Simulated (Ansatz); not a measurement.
Here is the system:

Si₃N₄:
```
CELL_PARAMETERS angstrom
      0.00000     3.87163     3.87163
      3.87163     0.00000     3.87163
      3.87163     3.87163     0.00000
ATOMIC_POSITIONS crystal
  Si 0.62500 0.62500 0.12500
  Si 0.62500 0.12500 0.62500
  Si 0.62500 0.62500 0.62500
  Si 0.12500 0.62500 0.62500
  Si 0.25000 0.25000 0.25000
  Si 0.00000 0.00000 0.00000
  N  0.86755 0.86755 0.86755
  N  0.85265 0.38245 0.38245
  N  0.86755 0.86755 0.39735
  N  0.38245 0.85265 0.38245
  N  0.39735 0.86755 0.86755
  N  0.38245 0.38245 0.38245
  N  0.86755 0.39735 0.86755
  N  0.38245 0.38245 0.85265
```

This is the PBEsol-relaxed structure.

### Question
All from PBEsol (plane waves, PAW; program Ansatz), unless another level is named. Give the Hill bulk and shear moduli.

### Answer
308 and 254 GPa.

### Question
Next, the zero-point energy?

### Answer
110.6 meV/atom.

### Question
And the elastic constants (relaxed ions, GPa)?

### Answer
C11 = 536, C12 = 195, C44 = 332.

Space group Fd-3m. Symmetry was held in the PBEsol relaxation.

Potentials: the earlier of the program's two PAW sets. The files were generated under PBE; for other functionals the program regenerates the frozen cores, and for LDA and PBEsol the local potential too.
